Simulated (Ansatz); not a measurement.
Input:

PbSe:
```cif
data_PbSe
_chemical_formula_sum 'Pb1 Se1'
_space_group_name_H-M_alt 'P 1'
_space_group_IT_number 1
_cell_length_a 4.39668
_cell_length_b 4.39668
_cell_length_c 4.39668
_cell_angle_alpha 60.000
_cell_angle_beta 60.000
_cell_angle_gamma 60.000
loop_
_space_group_symop_operation_xyz
  'x, y, z'
loop_
_atom_site_label
_atom_site_type_symbol
_atom_site_fract_x
_atom_site_fract_y
_atom_site_fract_z
_atom_site_occupancy
Pb1 Pb 0.00000 0.00000 0.00000 1
Se1 Se 0.50000 0.50000 0.50000 1
```

This is the PBE-relaxed structure.

Question: All from DFT-PBE in the program Ansatz with PAW potentials, unless another level is named. Give the gap with spin–orbit coupling.

Answer: 0.05 eV.

Question: And the band gap?

Answer: 0.43 eV (direct).

Question: What about the valence-band maximum?

Answer: at L.

Space group Fm-3m (rock salt). The cell was relaxed with PBE under the symmetry of its start; of distortions, only those at the zone centre were tested. Scalar-relativistic: spin–orbit coupling is off unless named, which matters more the heavier the elements.

Potentials: the later of the program's two PAW sets.
